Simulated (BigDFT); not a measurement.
# Parameter sweep on the molecule C₅H₅BrF₂

```xyz
13

F     -2.5615     0.5604     0.1113
C     -1.3834     0.0560    -0.3323
C     -0.6039    -0.8139     0.6831
C      0.6185    -0.1338     0.1084
C      1.9121    -0.4572     0.0864
Br     3.2410     0.5682    -0.6931
C     -0.1856     1.0513    -0.4095
F     -0.2773     2.1456     0.3839
H     -1.5368    -0.4683    -1.2880
H     -0.7030    -1.8910     0.5199
H     -0.8224    -0.5906     1.7326
H      2.2737    -1.3725     0.5413
H      0.0285     1.3458    -1.4441
```

Base run A: PBE, Daubechies wavelet basis, HGH (Krack) norm-conserving potentials made for PBE, isolated boundary conditions (BigDFT), self-consistent single point.

Its settings: basis = Daubechies wavelets; dft.hgrids = 0.324 bohr; dft.rmult = 5 8; dft.ixc = 11; potentials = built-in HGH-K PBE; boundary_conditions = free; dft.gnrm_cv = 1e-04; dft.itermax = 80; dft.idsx = 6; dft.nrepmax = 3.

The grid can part forces that symmetry would make equal. Forces above 1 eV/Å remain at this geometry. The geometry comes from a cheaper method or was typed, in some cases with atoms then moved at random; it is not relaxed at this level, and the species need not be a known compound. A coarse multiplier of 5 or less cuts the tails of heavy atoms' orbitals, which raises levels.

ΔF is the free energy per atom less that of run A. 

Run A gave: largest force (eV/Å) 2.416; iterations 15; rough cost (cheapest run = 1) 1.

Runs:
- B: dft.itermax, dft.idsx = 150, 0
- C: dft.itermax, dft.idsx = 150, 1
- D: dft.itermax, dft.idsx = 150, 2
- E: dft.itermax, dft.idsx = 150, 4
- F: dft.itermax, dft.idsx = 150, 10

Runs B, C, D, E, F reached the same state as A (within 1 meV/atom). The fewest iterations to that state were 15 (A, E, F); the most were 62.

```tsv
run	ΔF (meV/atom)	largest force (eV/Å)	iterations	rough cost (cheapest run = 1)
A	0.00	2.416	15	1
B	0.00	2.414	26	2
C	0.00	2.413	62	5
D	0.00	2.415	20	2
E	0.00	2.415	15	1
F	0.00	2.416	15	1
```
